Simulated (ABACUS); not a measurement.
Worked example: self-consistent single point of Cu (I4/mmm, 2 atoms in the cell; from Materials Project mp-1010136, changed as shown) in ABACUS.

All values come from this method and carry its errors: LDA (PW92), PseudoDojo 0.4 standard norm-conserving LDA (tails mended) pseudopotentials (plane waves; ABACUS 3.10.1).

The change in words: lattice scaled by 1.02. Reference geometry (I4/mmm):
```xyz
2
Lattice="2.9015 0.0000 0.0000 0.0000 2.9015 0.0000 0.0000 0.0000 2.7245" Properties=species:S:1:pos:R:3 pbc="T T T"
Cu     0.0000     0.0000     0.0000
Cu     1.4507     1.4507     1.3622
```

Reference input (self-consistent single point, DFT, LDA (PW92), plane waves, PseudoDojo 0.4 standard norm-conserving LDA (tails mended) pseudopotentials): KPT = Gamma 10 10 10 0 0 0; basis_type = pw; dft_functional = PWLDA; ecutwfc = 92 Ry; smearing_method = fd; smearing_sigma = 0.00734986 Ry; potentials = PseudoDojo 0.4 standard norm-conserving LDA (tails mended); symmetry = 1; symmetry_prec = 1e-05; ks_solver = dav; scf_nmax = 100; scf_thr = 1.0e-09 Ry. This run's input differs from it in these lines:

```diff
@@ -23,8 +23,8 @@
 LATTICE_CONSTANT
-5.482965
+5.592624
 
 LATTICE_VECTORS
-   0.9999999565    0.0000000000    0.0000000000
-   0.0000000000    0.9999999565    0.0000000000
-   0.0000000000    0.0000000000    0.9389996352
+   0.9999999426    0.0000000000    0.0000000000
+   0.0000000000    0.9999999426    0.0000000000
+   0.0000000000    0.0000000000    0.9389995504
```

Output (repeated stretches shortened):

```
 SELF-CONSISTENT
 -------------------------------------------
                                 init_chg = atomic

 PW ALGORITHM --------------- ION=   1  ELEC=   1--------------------------------

 Density error is 0.546813455824
                          Error Threshold = 0.01
 E_KohnSham     -757.5318618432      -10306.7497376160
 E_Fermi        1.3061021925         17.7704319877

 PW ALGORITHM --------------- ION=   1  ELEC=   2--------------------------------

 Density error is 1.1644414253
                          Error Threshold = 0.00143898277848
 E_KohnSham     -757.6397037436      -10308.2170019454
   [... lines left out ...]

 Density error is 2.88319316802e-09
                          Error Threshold = 1.73945293542e-11
 E_KohnSham     -757.8348135071      -10310.8716064638
 E_Fermi        1.1990502174         16.3139151447

 PW ALGORITHM --------------- ION=   1  ELEC=  10--------------------------------

 Density error is 5.42648513907e-10
                          Error Threshold = 7.58735044217e-12
 E_KohnSham     -757.8348135067      -10310.8716064584
 E_KS(sigma->0) -757.8339624822      -10310.8600276758
 E_entropy(-TS) -0.0017020490        -0.0231575653
 E_Fermi        1.1990491325         16.3139003845
 charge density convergence is achieved
 final etot is -10310.871606 eV
 EFERMI = 16.313900384 eV

 STATE ENERGY(eV) AND OCCUPATIONS    NSPIN == 1
   [... 26 lines left out ...]

 TOTAL-FORCE (eV/Angstrom)
                       Cu1         0.0000000000         0.0000000000         0.0000000000
                       Cu2         0.0000000000         0.0000000000         0.0000000000

 TOTAL-STRESS (KBAR)
      -154.6705659004         0.0000000000        -0.0000000000
         0.0000000000      -154.6705659004         0.0000000000
        -0.0000000000         0.0000000000      -162.4746608437
 TOTAL-PRESSURE: -157.271931 KBAR

 --------------------------------------------
 !FINAL_ETOT_IS -10310.8716064584477863 eV
 --------------------------------------------
```

The run converged in 10 iterations. Against the reference run the free energy goes up by 53.4 meV/atom and the pressure goes from -8.31 to -15.73 GPa.

The structure comes from a collection of computed structures, made at another level of theory; the collection holds predicted forms beside known ones.

Cost on one core: roughly 120 core-seconds.

“Tails mended”: in these copies of the files the far tail of each local potential was reset to the Coulomb form.
